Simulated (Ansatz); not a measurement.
## Al: moving Al off its site

Al, P6_3/mmc, a = 2.822 Å, c = 9.262 Å. This isn't the element's structure at ambient conditions. Ansatz: r2SCAN, PAW, 500 eV, Γ-centred 18×18×6 mesh on 4 atoms, Gaussian smearing 0.15 eV; no spin polarisation.

```
Al
1.0
     2.82220    0.00000    0.00000
    -1.41110    2.44410    0.00000
     0.00000    0.00000    9.26206
Al
4
Direct
  0.00000 0.00000 0.00000
  0.33333 0.66667 0.25000
  0.00000 0.00000 0.50000
  0.66667 0.33333 0.75000
```

Atom 1 (Al) moves by x along the unit vector (0.000, 0.000, 1.000), with its periodic images; all else is held. y is the free energy of the cell over the start, F the force along the path summed over the moved atoms. Symmetry makes y even in x.

| x (Å) | y (meV) | F (eV/Å) |
| --- | --- | --- |
| -0.600 | ? | ? |
| -0.200 | 116.9 | 1.20 |
| 0.000 | 0.0 | 0.00 |
| 0.300 | 270.6 | -1.90 |
| 0.400 | 500.5 | -2.73 |
| 0.500 | 821.7 | -3.72 |

Problem. Fit y = c2 x² + c4 x⁴ to the energies of the other rows, give the force constant, and predict energy and force of the missing row.

Solution. Least squares on the rows shown. y = 2848.5 x² + 1752.3 x⁴. The force constant is 2 c2 = 5.70 eV/Å² (for all images moving together, not for a lone atom). The force −dy/dx at the missing row is 4.93 eV/Å (computed 4.86). At x = -0.600 the fit asked for gives 1252.6 meV. The run gave 1248.8 meV, so the fit is 3.8 meV too high, a small miss on the scale of the series.

Cost: 6 runs of about 2.8 core-minutes in all, on Arm Neoverse V2 (shared hosts).